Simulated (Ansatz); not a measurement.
A plane-wave DFT run in Ansatz 0.2.0 (scalar-relativistic PAW potentials unless the input names others): input and command.

```yaml
crystal:
  lattice:
    - [4.1280509981, 0.0, 0.0]
    - [-2.0640254991, 3.5749970325, 0.0]
    - [0.0, 0.0, 5.3713073375]
  atoms:
    - { symbol: Cu, position: [0.0, 0.0, 0.0] }
    - { symbol: Cu, position: [0.3333333333, 0.6666666667, 0.8017226147] }
    - { symbol: Cu, position: [0.6666666667, 0.3333333333, 0.1982773853] }
    - { symbol: As, position: [0.3333333333, 0.6666666667, 0.2969642328] }
    - { symbol: As, position: [0.6666666667, 0.3333333333, 0.7030357672] }
basis:
  ecutwfc: 420
kpoints:
  mp_grid: { grid: [12, 12, 8] }
hamiltonian:
  xc: pbe
scf:
  occupations: { method: tetrahedron_uncorrected }
output:
  forces: true
  eigenvalues: true
  stress: true
relax:
  adjacent_minimum: "off"
  f_tol: 0.001
  max_steps: 80
  cell: { stress_tol: 0.05 }
  max_displacement: 0.5
```

```bash
ansatz run input.yaml --threads 1 --pin off --max-ram 2560MiB --backend cpu --events-out ev --progress --plain --runs-dir out
```

Abridged log:
```
Warning: relax: with tetrahedron occupations the Hellmann–Feynman forces and the energy need not agree along the walk (scf.occupations.method in the input reference, under Limitations); prefer a smearing scheme for the relaxation and re-run the relaxed geometry with tetrahedron occupations for the final energies/DOS
Basis set: ecut = 420 eV, 1553 PW (Γ), exchange–correlation on 60×60×72 points (8 copies of the dense FFT grid, shifted against one another)
Bands: 53, of which v1, the nominal top of the filled ones, is band 44 counted from 1 (43 counted from 0)
Symmetry: 12 space group operations
k-points: 131 of 1152
SCF iter   1: F=—  HF=-29587.174374 eV  |F-HF|=—  |Δ(HF+E_count)|=         —  Δρ=2.66e-3  dr2=3.50e-3  ethr=1.77e-3  ⟨swp⟩=5.8  Hψ=22925  notcnv=0
SCF iter   2: F=—  HF=-29587.173670 eV  |F-HF|=—  |Δ(HF+E_count)|=   7.04e-4  Δρ=1.99e-3  dr2=1.64e-3  ethr=4.02e-6  ⟨swp⟩=2.4  Hψ=13105  notcnv=0  defer=313
SCF iter   3: F=—  HF=-29587.173688 eV  |F-HF|=—  |Δ(HF+E_count)|=   1.75e-5  Δρ=1.54e-3  dr2=1.41e-3  ethr=1.89e-6  ⟨swp⟩=2.5  Hψ=13122  notcnv=0  defer=313
SCF iter   4: F=—  HF=-29587.173585 eV  |F-HF|=—  |Δ(HF+E_count)|=   1.03e-4  Δρ=4.83e-4  dr2=1.42e-4  ethr=1.62e-6  ⟨swp⟩=2.2  Hψ=9922  notcnv=0  defer=313
SCF iter   5: F=—  HF=-29587.173597 eV  |F-HF|=—  |Δ(HF+E_count)|=   1.14e-5  Δρ=2.48e-4  dr2=5.49e-5  ethr=1.63e-7  ⟨swp⟩=2.3  Hψ=10003  notcnv=0  defer=313
SCF iter   6: F=—  HF=-29587.173595 eV  |F-HF|=—  |Δ(HF+E_count)|=   1.72e-6  Δρ=1.21e-4  dr2=1.78e-5  ethr=6.32e-8  ⟨swp⟩=2.9  Hψ=10682  notcnv=0  defer=313
SCF iter   7: F=—  HF=-29587.173601 eV  |F-HF|=—  |Δ(HF+E_count)|=   6.53e-6  Δρ=5.11e-5  dr2=4.36e-6  ethr=2.04e-8  ⟨swp⟩=2.9  Hψ=10520  notcnv=0  defer=313
SCF iter   8: F=—  HF=-29587.173604 eV  |F-HF|=—  |Δ(HF+E_count)|=   2.12e-6  Δρ=5.23e-5  dr2=1.99e-6  ethr=5.02e-9  ⟨swp⟩=2.9  Hψ=10570  notcnv=0  defer=313
   ...
SCF iter   6: F=—  HF=-29587.174640 eV  |F-HF|=—  |Δ(HF+E_count)|=  5.97e-10  Δρ=1.15e-6  dr2=7.65e-10  ethr=3.18e-12  ⟨swp⟩=2.2  Hψ=13590  notcnv=0
SCF iter   7: F=-29587.174640 eV  HF=-29587.174640 eV  |F-HF|=2.91e-11  |Δ(HF+E_count)|=  4.37e-11  Δρ=2.82e-7  dr2=7.86e-11  ethr=1.00e-12  ⟨swp⟩=3.0  Hψ=29092  notcnv=0
SCF 6 converged in 7 iterations: F = -29587.174640 eV  dr2 = 7.86e-11
relax step   6: F+E_penalty+E_count = -29587.17463991 eV  Δ(F+E_penalty+E_count) = -1.364e-6 eV  max|allowed force component| = 3.939e-5 eV/Å  Δτ_max = 0.0002 Å  P =  0.000 GPa  Ω = 79.442 Å³  energy of the carried Pulay correction = -7.386e-5 eV  (7 SCF iters, dr2 threshold 8.23e-11 eV, accepted)
Basis set: ecut = 420 eV, 1555 PW (Γ), exchange–correlation on 60×60×80 points (8 copies of the dense FFT grid, shifted against one another)
Initial wavefunctions: pseudopotential atomic-orbital guess (no wavefunctions were taken with the density)
SCF iter   1: F=—  HF=-29587.174532 eV  |F-HF|=—  |Δ(HF+E_count)|=         —  Δρ=1.51e-4  dr2=3.79e-7  ethr=3.83e-8  ⟨swp⟩=4.5  Hψ=46259  notcnv=0
SCF iter   2: F=—  HF=-29587.174665 eV  |F-HF|=—  |Δ(HF+E_count)|=   1.33e-4  Δρ=7.71e-5  dr2=1.10e-7  ethr=4.36e-10  ⟨swp⟩=3.1  Hψ=12178  notcnv=0
SCF iter   3: F=—  HF=-29587.174709 eV  |F-HF|=—  |Δ(HF+E_count)|=   4.43e-5  Δρ=1.55e-5  dr2=1.04e-7  ethr=1.27e-10  ⟨swp⟩=3.0  Hψ=11534  notcnv=0  defer=1
SCF iter   4: F=—  HF=-29587.174710 eV  |F-HF|=—  |Δ(HF+E_count)|=   5.43e-8  Δρ=6.59e-7  dr2=2.35e-10  ethr=1.20e-10  ⟨swp⟩=2.0  Hψ=10513  notcnv=0
SCF iter   5: F=—  HF=-29587.174710 eV  |F-HF|=—  |Δ(HF+E_count)|=  9.09e-11  Δρ=4.90e-7  dr2=1.06e-10  ethr=1.00e-12  ⟨swp⟩=4.7  Hψ=26239  notcnv=0
SCF iter   6: F=-29587.174710 eV  HF=-29587.174710 eV  |F-HF|=2.18e-11  |Δ(HF+E_count)|=  3.64e-12  Δρ=3.36e-7  dr2=4.80e-11  ethr=1.00e-12  ⟨swp⟩=4.0  Hψ=23319  notcnv=0
SCF 7 converged in 6 iterations: F = -29587.174710 eV  dr2 = 4.80e-11
SCF converged after 6 iterations
Free energy (F): -29587.174710 eV
Harris-Foulkes:  -29587.174710 eV  (|F-HF|=2.18e-11)
Internal energy: -29587.174560 eV  (E = F + TS)
E sigma→0 (E₀):  -29587.174710 eV
Entropy (-TS):   -0.000149 eV (-0.030 meV/atom)
Fermi energy:    13.161968 eV
--- Forces (eV/Å), atoms counted from 1 ---
  atom   1  Cu     0.00000000     0.00000000     0.00000000
  atom   2  Cu     0.00000000     0.00000000     0.00005202
  atom   3  Cu     0.00000000     0.00000000    -0.00005202
  atom   4  As     0.00000000     0.00000000    -0.00004752
  atom   5  As     0.00000000     0.00000000     0.00004752
--- Stress (GPa, compression-positive) ---
        0.001731       0.000000       0.000000
        0.000000       0.001731       0.000000
        0.000000       0.000000      -0.005987
  P = ⅓ Tr σ = -0.0008 GPa (-0.008 kbar)
--- Relaxed structure (6 steps of the walk, 6 accepted, 1 SCFs on fresh bases) ---
  F+E_penalty+E_count = -29587.17470951 eV   max|allowed force component| = 5.202e-5 eV/Å   (the final SCF, on the basis selected at the relaxed cell)
  cell:  # Å, volume = 79.4419 Å³
    - [4.12647507, 0.0, 0.0]
    - [-2.06323753, 3.57363224, 0.0]
    - [0.0, 0.0, 5.38717017]
  atoms:
    - { symbol: Cu, position: [0.0, 0.0, 0.0] }
    - { symbol: Cu, position: [0.33333333, 0.66666666, 0.80660686] }
    - { symbol: Cu, position: [0.66666666, 0.33333333, 0.19339313] }
    - { symbol: As, position: [0.33333333, 0.66666666, 0.29917268] }
    - { symbol: As, position: [0.66666666, 0.33333333, 0.70082731] }
```

Apart from outputs and empty bands, the input differs from a reference run on usual settings in scf.occupations.width: 0.1 → not typed; scf.occupations.method: "gaussian" → "tetrahedron_uncorrected"; relax.f_tol: 0.01 → 0.001; relax.max_displacement: not typed → 0.5. The reference, at the same start, ended its own course with a relaxed volume of 15.88 Å³/atom, pressure 0.01 GPa, largest force 0.002 eV/Å, no gap on the mesh. This run converged in 57 SCF iterations over all its steps (reference: 37) with an energy at zero smearing 13.19 meV/atom above the reference's, a relaxed volume of 15.89 Å³/atom, pressure 0.00 GPa, largest force 0.000 eV/Å, no gap on the mesh.

Time: 2.8 min on 1 thread of Arm Neoverse V2, with other jobs on the host, peak memory 0.64 GiB.